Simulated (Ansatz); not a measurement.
VIr:
```xyz
4
Lattice="2.8825 -3.3357 0.0000 2.8825 3.3357 0.0000 0.0000 0.0000 2.7802" Properties=species:S:1:pos:R:3 pbc="T T T"
Ir     2.8825    -1.8979     1.3901
Ir     2.8825     1.8979     1.3901
V      1.7073     0.0000     0.0000
V      4.0576     0.0000     0.0000
```

Relaxed with PBEsol. Special points in fractions of this cell's reciprocal vectors: Γ (0.000, 0.000, 0.000); Y (-0.500, 0.500, 0.000); C0 (-0.437, 0.563, 0.000); Σ0 (0.437, 0.437, 0.000); Z (0.000, 0.000, 0.500); A0 (0.437, 0.437, 0.500); E0 (-0.437, 0.563, 0.500); T (-0.500, 0.500, 0.500); S (0.000, 0.500, 0.000); R (0.000, 0.500, 0.500).

Problem. List the band energies nearest the Fermi level at these points for DFT-PBEsol with spin–orbit coupling in the program Ansatz with PAW potentials.

Solution. In eV from the Fermi level; about four levels below and three above (degenerate sets whole), none deeper than 8.9 eV; points with the same levels are listed once.

| k | below | above |
|---|---|---|
| Γ | -0.83 -0.83 -0.31 -0.31 | 0.00 0.00 0.29 0.29 |
| Y | -0.89 -0.89 -0.35 -0.35 | 0.24 0.24 0.87 0.87 |
| C0 | -0.83 -0.83 -0.44 -0.44 | 0.30 0.30 0.85 0.85 |
| Z | -0.74 -0.74 -0.35 -0.35 | 0.89 0.89 1.03 1.03 |
| A0 | -0.26 -0.26 -0.03 -0.03 | 0.59 0.59 0.90 0.90 |
| T | -0.55 -0.55 -0.29 -0.29 | 0.14 0.14 0.66 0.66 |
| S | -0.69 -0.69 -0.19 -0.19 | 0.41 0.41 0.88 0.88 |
| R | -0.37 -0.37 -0.22 -0.22 | 0.88 0.88 1.62 1.62 |

Space group Cmmm. The workflow started from an entry of the Crystallography Open Database (COD), which files this formula under 2 space groups. Its standing as an ambient phase is unchecked. Symmetry was held in the PBEsol relaxation; whether a distortion lowers the energy is not shown. The workflow began spin-polarised and lost its moments.

Potentials: the later of the program's two PAW sets.
